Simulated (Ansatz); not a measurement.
Here is the system:

MgAl₂C₂:
```cif
data_C2Al2Mg
_chemical_formula_sum 'Mg1 Al2 C2'
_space_group_name_H-M_alt 'P-3m1'
_space_group_IT_number 164
_space_group_name_Hall '-P 3 2"'
_cell_length_a 3.37262
_cell_length_b 3.37262
_cell_length_c 5.78477
_cell_angle_alpha 90.000
_cell_angle_beta 90.000
_cell_angle_gamma 120.000
loop_
_atom_site_label
_atom_site_type_symbol
_atom_site_symmetry_multiplicity
_atom_site_Wyckoff_symbol
_atom_site_fract_x
_atom_site_fract_y
_atom_site_fract_z
_atom_site_occupancy
Mg1 Mg 1 a 0.00000 0.00000 0.00000 1
Al1 Al 2 d 0.66667 0.33333 0.35053 1
C1 C 2 d 0.33333 0.66667 0.27034 1
```

This is the r²SCAN-relaxed structure.

Q: All from plane-wave PAW r²SCAN (Ansatz code), unless another level is named. Predict the band gap.

A: 2.12 eV (indirect).

Q: Next, the electron effective mass?

A: 0.27, 0.38, 0.51 mₑ (principal values).

Q: Predict the HSE06 gap on the r²SCAN cell.

A: 2.49 eV.

Q: What about the formation energy from the elements (no fitted shifts)?

A: -0.19 eV/atom.

The workflow started from a Materials Project entry (that database holds measured and hypothetical structures alike); the Crystallography Open Database copy checked does not list it. Its standing as an ambient phase is unchecked. Symmetry was held in the r²SCAN relaxation; its stability against distortions is not shown here. The references are the lowest solids computed at this level, not always the standard phases.

Potentials: the later of the program's two PAW sets.
